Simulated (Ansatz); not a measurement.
Here is the system:

VBiO4 (scheelite type, space group I4_1/a)

```cif
data_Bi2O8V2
_chemical_formula_sum 'Bi2 V2 O8'
_space_group_name_H-M_alt 'P 1'
_space_group_IT_number 1
_cell_length_a 6.84738
_cell_length_b 6.84738
_cell_length_c 6.84738
_cell_angle_alpha 136.082
_cell_angle_beta 136.082
_cell_angle_gamma 63.853
loop_
_space_group_symop_operation_xyz
  'x, y, z'
loop_
_atom_site_label
_atom_site_type_symbol
_atom_site_fract_x
_atom_site_fract_y
_atom_site_fract_z
_atom_site_occupancy
Bi1 Bi 0.75000 0.25000 0.50000 1
Bi2 Bi 0.00000 0.00000 0.00000 1
V1 V 0.25000 0.75000 0.50000 1
V2 V 0.50000 0.50000 0.00000 1
O1 O 0.07985 0.96774 0.39015 1
O2 O 0.57759 0.68969 0.60985 1
O3 O 0.71774 0.82759 0.38789 1
O4 O 0.43969 0.32985 0.61211 1
O5 O 0.67015 0.28226 0.10985 1
O6 O 0.17241 0.56031 0.89015 1
O7 O 0.03226 0.42241 0.11211 1
O8 O 0.31031 0.92015 0.88789 1
```

This relaxed cell (volume V₀) is scaled evenly in all directions, its shape held. The atoms relax within the cell's symmetry.

These are r2SCAN (plane waves to 500 eV, PAW, scalar-relativistic; Ansatz, a first-principles code) values and carry that method's errors. k mesh 7×7×7 (Γ-centred), Fermi-Dirac smearing 0.05 eV. Energies are smeared free energies. Compression counts positive. With the shape held, the modulus is that of even scaling; a crystal free to change shape is softer. Spin-orbit coupling is left out, though Bi is heavy. The PAW data are Ansatz's earlier set. This is one of several known forms of VBiO4; the measured ambient cells at hand have space group No. 15 or 60. VBiO4 is run without spin polarisation. VBiO4 was relaxed with its symmetry unable to fall. ΔE is measured from the relaxed starting cell.

The scan covers V/V₀ from 0.900 to 1.100 in 13 points.

**Question.** What is ΔE at V/V₀ = 0.900?

**Answer.** 67.9 meV/atom.

**Question.** What is ΔE at V/V₀ = 1.100?

**Answer.** 46.8 meV/atom.

**Question.** What pressure does the cell carry at V/V₀ = 0.900?

**Answer.** 18.8 GPa.

(A scan under strain: stresses follow from slopes of the energy per volume, elastic moduli from its curvatures.)
